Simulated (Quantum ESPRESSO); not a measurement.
Li2W3Zn2Au, one run as intended and one with a planted mistake

Computed values, not a measurement. The program is pw.x of Quantum ESPRESSO 7.5 (plane-wave density functional theory). The cell is made up: eight metal atoms on a face-centred cubic lattice, with elements, volume, strain and displacements drawn at random and not relaxed, so it may be unstable or far from any real phase. PseudoDojo standard norm-conserving files set the functional (PBE unless stated); there is no spin polarisation or spin-orbit coupling, the Fermi-Dirac width of 0.25 eV means electrons at about 2900 K, and the masses in the input are unused placeholders. Heavy elements are run without spin-orbit coupling, which real alloys of them have. A spin test at this wide smearing found no moment, but such smearing suppresses magnetism that the real alloy may have.

Intended input:

```
&control calculation='scf', pseudo_dir='./dojo.nc.sr.pbe.v0_5.standard.upf', outdir='./o', disk_io='medium', tprnfor=.true., tstress=.true. /
&system ibrav=0, nat=8, ntyp=4, nbnd=66, ecutwfc=84.00895049, nosym=.true., tot_charge=0,
 occupations='smearing', smearing='fd', degauss=0.0183746611
/
&electrons conv_thr=1.470e-08, electron_maxstep=70, mixing_beta=0.5 /
ATOMIC_SPECIES
Au 1.0 Au.upf
Li 1.0 Li.upf
W 1.0 W.upf
Zn 1.0 Zn.upf
CELL_PARAMETERS angstrom
0.0 -2.0519 -2.0519
-6.1556 -2.0519 0.0
-2.0519 4.1037 -6.1556
ATOMIC_POSITIONS angstrom
Li 0.0208 0.0773 -0.1125
W -2.1685 2.0485 -4.1327
Zn -1.9858 -0.0293 -2.0506
Zn -3.9972 2.0588 -6.2076
W -4.0839 0.0302 -4.1385
Au -4.0735 -2.1294 -2.0306
Li -6.0814 0.0017 -6.1947
W -6.2043 -2.0177 -4.1037
K_POINTS automatic
8 4 3 1 1 1
```

The log is shortened where brackets say so; the opening notice, blank lines, dates and the lines on written files are dropped, and the path of the files is cut. It prints rydbergs, bohrs and kilobars, and counts compression as positive stress. Its total energy is the free energy E - TS of the whole cell.

Log of the intended run:

```
     Program PWSCF v.7.5
     Parallel version (MPI & OpenMP), running on       1 processor cores
     Number of MPI processes:                 1
     Threads/MPI process:                     1
     [start-up lines left out]
     bravais-lattice index     =            0
     lattice parameter (alat)  =       5.4837  a.u.
     unit-cell volume          =     932.7615 (a.u.)^3
     number of atoms/cell      =            8
     number of atomic types    =            4
     number of electrons       =       107.00
     number of Kohn-Sham states=           66
     kinetic-energy cutoff     =      84.0090  Ry
     charge density cutoff     =     336.0358  Ry
     scf convergence threshold =      1.5E-08
     mixing beta               =       0.5000
     number of iterations used =            8  plain     mixing
     Exchange-correlation= PBE
                           (   1   4   3   4   0   0   0)
     [axes and pseudopotential details left out]
   Cartesian axes
     site n.     atom                  positions (alat units)
         1        Li     tau(   1) = (   0.0071679   0.0266384  -0.0387687  )
         2        W      tau(   2) = (  -0.7472884   0.7059351  -1.4241728  )
         3        Zn     tau(   3) = (  -0.6843280  -0.0100971  -0.7066588  )
         4        Zn     tau(   4) = (  -1.3774781   0.7094846  -2.1392056  )
         5        W      tau(   5) = (  -1.4073558   0.0104072  -1.4261716  )
         6        Au     tau(   6) = (  -1.4037719  -0.7338141  -0.6997666  )
         7        Li     tau(   7) = (  -2.0957158   0.0005858  -2.1347602  )
         8        W      tau(   8) = (  -2.1380684  -0.6953211  -1.4141791  )
     number of k points=    48  Fermi-Dirac smearing, width (Ry)=  0.0184
                       cart. coord. in units 2pi/alat
        k(    1) = (  -0.0534023  -0.0165725  -0.0718159), wk =   0.0416667
        k(    2) = (   0.0055253  -0.1933522   0.1049639), wk =   0.0416667
     [further k points left out]
     Dense  grid:    96871 G-vectors     FFT dimensions: (  32,  72,  90)
     Estimated max dynamical RAM per process >     171.58 MB
     Initial potential from superposition of free atoms
     starting charge     106.9890, renormalised to     107.0000
     Starting wfcs are   64 randomized atomic wfcs +    2 random wfcs
     total cpu time spent up to now is       18.8 secs
     per-process dynamical memory:    95.9 Mb
     Self-consistent Calculation
     iteration #  1     ecut=    84.01 Ry     beta= 0.50
     Davidson diagonalization with overlap
     ethr =  1.00E-02,  avg # of iterations =  3.0
     total cpu time spent up to now is       76.1 secs
     total energy              =   -1615.20689889 Ry
     estimated scf accuracy    <       2.00386967 Ry
     iteration #  2     ecut=    84.01 Ry     beta= 0.50
     Davidson diagonalization with overlap
     ethr =  1.87E-03,  avg # of iterations =  3.0
     total cpu time spent up to now is      140.8 secs
     total energy              =   -1614.68070377 Ry
     estimated scf accuracy    <      16.54126566 Ry
     [iterations 3 to 14 left out]
     iteration # 15     ecut=    84.01 Ry     beta= 0.50
     Davidson diagonalization with overlap
     ethr =  1.09E-10,  avg # of iterations =  1.6
     total cpu time spent up to now is      953.4 secs
     total energy              =   -1616.34624456 Ry
     estimated scf accuracy    <       0.00000004 Ry
     iteration # 16     ecut=    84.01 Ry     beta= 0.50
     Davidson diagonalization with overlap
     ethr =  3.82E-11,  avg # of iterations =  2.0
     total cpu time spent up to now is     1010.9 secs
     End of self-consistent calculation
     [lines on levels left out]
!    total energy              =   -1616.34624456 Ry
     estimated scf accuracy    <       0.00000001 Ry
     smearing contrib. (-TS)   =      -0.08481630 Ry
     internal energy E=F+TS    =   -1616.26142825 Ry
     The total energy is F=E-TS. E is the sum of the following terms:
     one-electron contribution =   -1007.60554145 Ry
     hartree contribution      =     532.40902223 Ry
     xc contribution           =    -247.42288176 Ry
     ewald contribution        =    -893.64202728 Ry
     convergence has been achieved in  16 iterations
     Forces acting on atoms (cartesian axes, Ry/au):
     atom    1 type  2   force =     0.00113893   -0.00711248    0.00602089
     atom    2 type  3   force =     0.00752096   -0.04165957    0.03503584
     atom    3 type  4   force =    -0.01340039    0.01186712   -0.00996555
     atom    4 type  4   force =    -0.01341926    0.00244562   -0.00112550
     atom    5 type  3   force =     0.00655244   -0.01985174    0.02055044
     atom    6 type  1   force =     0.00233595    0.00985125   -0.00713327
     atom    7 type  2   force =    -0.00206657    0.00567908   -0.00486144
     atom    8 type  3   force =     0.01133793    0.03878071   -0.03852142
     Total force =     0.088905     Total SCF correction =     0.000694
     Computing stress (Cartesian axis) and pressure
          total   stress  (Ry/bohr**3)                   (kbar)     P=     -118.75
  -0.00086184  -0.00006239   0.00005476         -126.78       -9.18        8.06
  -0.00006239  -0.00080296  -0.00034093           -9.18     -118.12      -50.15
   0.00005476  -0.00034093  -0.00075696            8.06      -50.15     -111.35
     init_run     :     14.01s CPU     18.76s WALL (       1 calls)
     electrons    :    912.20s CPU    992.06s WALL (       1 calls)
     forces       :      8.90s CPU      9.05s WALL (       1 calls)
     stress       :     47.13s CPU     48.88s WALL (       1 calls)
     [timing details left out]
     PWSCF        :  16m22.80s CPU  17m53.97s WALL
     JOB DONE.
```

A second run has one planted mistake: the cell and the positions are scaled by a wrong factor. The input lines that differ:

```
- 0.0 -2.0519 -2.0519
- -6.1556 -2.0519 0.0
- -2.0519 4.1037 -6.1556
+ 0.0 -2.0164 -2.0164
+ -6.0491 -2.0164 0.0
+ -2.0164 4.0327 -6.0491
- Li 0.0208 0.0773 -0.1125
- W -2.1685 2.0485 -4.1327
- Zn -1.9858 -0.0293 -2.0506
- Zn -3.9972 2.0588 -6.2076
- W -4.0839 0.0302 -4.1385
- Au -4.0735 -2.1294 -2.0306
- Li -6.0814 0.0017 -6.1947
- W -6.2043 -2.0177 -4.1037
+ Li 0.0204 0.076 -0.1106
+ W -2.131 2.0131 -4.0612
+ Zn -1.9514 -0.0288 -2.0151
+ Zn -3.928 2.0232 -6.1002
+ W -4.0132 0.0297 -4.0669
+ Au -4.003 -2.0926 -1.9955
+ Li -5.9762 0.0017 -6.0875
+ W -6.097 -1.9828 -4.0327
```

Its log:

```
     Program PWSCF v.7.5
     Parallel version (MPI & OpenMP), running on       1 processor cores
     Number of MPI processes:                 1
     Threads/MPI process:                     1
     [start-up lines left out]
     bravais-lattice index     =            0
     lattice parameter (alat)  =       5.3888  a.u.
     unit-cell volume          =     885.1805 (a.u.)^3
     number of atoms/cell      =            8
     number of atomic types    =            4
     number of electrons       =       107.00
     number of Kohn-Sham states=           66
     kinetic-energy cutoff     =      84.0090  Ry
     charge density cutoff     =     336.0358  Ry
     scf convergence threshold =      1.5E-08
     mixing beta               =       0.5000
     number of iterations used =            8  plain     mixing
     Exchange-correlation= PBE
                           (   1   4   3   4   0   0   0)
     [axes and pseudopotential details left out]
   Cartesian axes
     site n.     atom                  positions (alat units)
         1        Li     tau(   1) = (   0.0071538   0.0266515  -0.0387850  )
         2        W      tau(   2) = (  -0.7472945   0.7059495  -1.4241728  )
         3        Zn     tau(   3) = (  -0.6843127  -0.0100995  -0.7066509  )
         4        Zn     tau(   4) = (  -1.3774625   0.7094914  -2.1392049  )
         5        W      tau(   5) = (  -1.4073403   0.0104151  -1.4261717  )
         6        Au     tau(   6) = (  -1.4037634  -0.7338284  -0.6997776  )
         7        Li     tau(   7) = (  -2.0957209   0.0005962  -2.1347513  )
         8        W      tau(   8) = (  -2.1380827  -0.6953240  -1.4141785  )
     number of k points=    48  Fermi-Dirac smearing, width (Ry)=  0.0184
                       cart. coord. in units 2pi/alat
        k(    1) = (  -0.0534023  -0.0165725  -0.0718159), wk =   0.0416667
        k(    2) = (   0.0055253  -0.1933523   0.1049639), wk =   0.0416667
     [further k points left out]
     Dense  grid:    92089 G-vectors     FFT dimensions: (  32,  72,  90)
     Estimated max dynamical RAM per process >     164.40 MB
     Initial potential from superposition of free atoms
     starting charge     106.9890, renormalised to     107.0000
     Starting wfcs are   64 randomized atomic wfcs +    2 random wfcs
     total cpu time spent up to now is       23.7 secs
     per-process dynamical memory:    92.4 Mb
     Self-consistent Calculation
     iteration #  1     ecut=    84.01 Ry     beta= 0.50
     Davidson diagonalization with overlap
     ethr =  1.00E-02,  avg # of iterations =  3.0
     total cpu time spent up to now is       85.1 secs
     total energy              =   -1615.05401875 Ry
     estimated scf accuracy    <       2.29280853 Ry
     iteration #  2     ecut=    84.01 Ry     beta= 0.50
     Davidson diagonalization with overlap
     ethr =  2.14E-03,  avg # of iterations =  3.0
     total cpu time spent up to now is      162.6 secs
     total energy              =   -1614.51884629 Ry
     estimated scf accuracy    <      18.32985754 Ry
     [iterations 3 to 14 left out]
     iteration # 15     ecut=    84.01 Ry     beta= 0.50
     Davidson diagonalization with overlap
     ethr =  1.32E-10,  avg # of iterations =  1.0
     total cpu time spent up to now is     1035.8 secs
     total energy              =   -1616.37679471 Ry
     estimated scf accuracy    <       0.00000003 Ry
     iteration # 16     ecut=    84.01 Ry     beta= 0.50
     Davidson diagonalization with overlap
     ethr =  2.59E-11,  avg # of iterations =  2.0
     total cpu time spent up to now is     1095.3 secs
     End of self-consistent calculation
     [lines on levels left out]
!    total energy              =   -1616.37679471 Ry
     estimated scf accuracy    <       0.00000001 Ry
     smearing contrib. (-TS)   =      -0.08014378 Ry
     internal energy E=F+TS    =   -1616.29665092 Ry
     The total energy is F=E-TS. E is the sum of the following terms:
     one-electron contribution =    -982.70117285 Ry
     hartree contribution      =     523.45802292 Ry
     xc contribution           =    -247.67948125 Ry
     ewald contribution        =    -909.37401974 Ry
     convergence has been achieved in  16 iterations
     Forces acting on atoms (cartesian axes, Ry/au):
     atom    1 type  2   force =     0.00090352   -0.00935799    0.00809701
     atom    2 type  3   force =     0.01861949   -0.03126912    0.02475903
     atom    3 type  4   force =    -0.01430146    0.00805675   -0.00565604
     atom    4 type  4   force =    -0.01846621    0.00676460   -0.00540443
     atom    5 type  3   force =    -0.00055866   -0.02263051    0.02341805
     atom    6 type  1   force =     0.00483735    0.00564852   -0.00211371
     atom    7 type  2   force =    -0.00383676    0.00807126   -0.00719413
     atom    8 type  3   force =     0.01280273    0.03471650   -0.03590578
     Total force =     0.081972     Total SCF correction =     0.000764
     Computing stress (Cartesian axis) and pressure
          total   stress  (Ry/bohr**3)                   (kbar)     P=      -67.72
  -0.00051518  -0.00006276   0.00005376          -75.79       -9.23        7.91
  -0.00006276  -0.00045930  -0.00033365           -9.23      -67.57      -49.08
   0.00005376  -0.00033365  -0.00040649            7.91      -49.08      -59.80
     init_run     :     21.77s CPU     23.46s WALL (       1 calls)
     electrons    :   1019.97s CPU   1071.61s WALL (       1 calls)
     forces       :      8.78s CPU      8.94s WALL (       1 calls)
     stress       :     45.17s CPU     45.99s WALL (       1 calls)
     [timing details left out]
     PWSCF        :  18m16.08s CPU  19m11.14s WALL
     JOB DONE.
```

|  | intended run | run with the mistake |
| --- | --- | --- |
| free energy (eV) | -21991.511 | -21991.927 |
| entropy term -TS, part of it (eV) | -1.154 | -1.090 |
| pressure (GPa) | -11.88 | -6.77 |
| size of the largest force component (eV/Å) | 1.071 | 0.923 |
| largest change of a force component (eV/Å) |  | 0.285 |
| iterations | 16 | 16 |

For scale, a rerun of the intended cell at a higher cutoff and on a denser mesh moved values by no more than 0.007 eV in energy, 0.06 GPa in stress and 0.008 eV/Å in force, and a second program with other atomic files agreed on that cell to 2 % rms in force and 0.5 GPa in pressure.